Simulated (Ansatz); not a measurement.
Starting cell, MnO (rock salt):

```xyz
2
Lattice="0.0000 2.2251 2.2251 2.2251 0.0000 2.2251 2.2251 2.2251 0.0000" Properties=species:S:1:pos:R:3 pbc="T T T"
O      0.0000     0.0000     0.0000
Mn     2.2251     2.2251     2.2251
```

In each cell atom 1 (O, nearest neighbour Mn at 2.225 Å; its periodic images, 3.1 Å or more away, move with it) moves by s·(1.000, 0.000, 0.000) (along Cartesian x), the rest being held.

These are r2SCAN (plane waves to 500 eV, PAW, scalar-relativistic; Ansatz, a program for electronic structure) values and carry that method's errors. k mesh 10×10×10 (Γ-centred), Fermi-Dirac smearing 0.05 eV. The energy includes the smearing's −TS. With partly filled bands, energies and forces of such displacements shift with the k mesh and the smearing. At this level the bands of MnO touch or barely overlap; measurements give the solid a gap. MnO is run spin-polarised and with no Hubbard U; the real compound is an antiferromagnetic insulator, a state that this run doesn't describe. MnO was relaxed with its symmetry unable to fall. Relaxed MnO ends ferromagnetic. Other magnetic orders were not checked, so this need not be the ground state. The zero of ΔE is the undisplaced structure. The last digit holds for this mesh only.

```csv
s (Å),ΔE (meV/cell)
-0.450,608.8
-0.360,310.8
-0.270,withheld
-0.180,53.1
-0.090,11.8
0.000,0.0
0.090,11.8
0.180,53.1
0.270,withheld
0.360,310.8
0.450,608.8
```

Task: Fit an even polynomial form (powers 2, 4, 6) to the given rows and predict ΔE at s = -0.270.

Result: Least squares on the 9 given rows: ΔE = (1399)·s² + (7307)·s⁴ + (3123)·s⁶, in meV/cell with s in Å; root-mean-square residual 0.04 meV/cell. At -0.270 the fit gives 142.0 meV/cell; the calculation gives 142.0 meV/cell, the same to the digits shown. The quadratic term alone would give 102.0 meV/cell.

(A displaced cell: forces are minus the slopes of the energy, force constants its curvatures, and phonons follow from these.)
